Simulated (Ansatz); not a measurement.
Si$_{2}$Ni (fluorite or antifluorite type, space group No. 225) under volume change, plane-wave PAW LDA (Ansatz code), scaled uniformly.

| V (Å³/atom) | E − E(relaxed) (meV/atom) | P (GPa) |
|---|---|---|
| 11.602 | 64.8 | 19.77 |
| 11.985 | 27.0 | 12.04 |
| 12.367 | 6.3 | 5.48 |
| 12.750 | 0.0 | 0.00 |
| 13.132 | 5.5 | -4.52 |
| 13.515 | 21.1 | -8.39 |
| 13.897 | 45.1 | -11.63 |

Question: What does a third-order Birch–Murnaghan fit give for V₀, B₀ and B′?

Answer: V₀ = 12.75 Å³/atom, B₀ = 166 GPa, B′ = 4.8.

Space group Fm-3m (fluorite or antifluorite type). The LDA relaxation kept the symmetry of its start; of distortions, only those at the zone centre were tested. The run is not spin-polarised.

Potentials: the later of the program's two PAW sets.
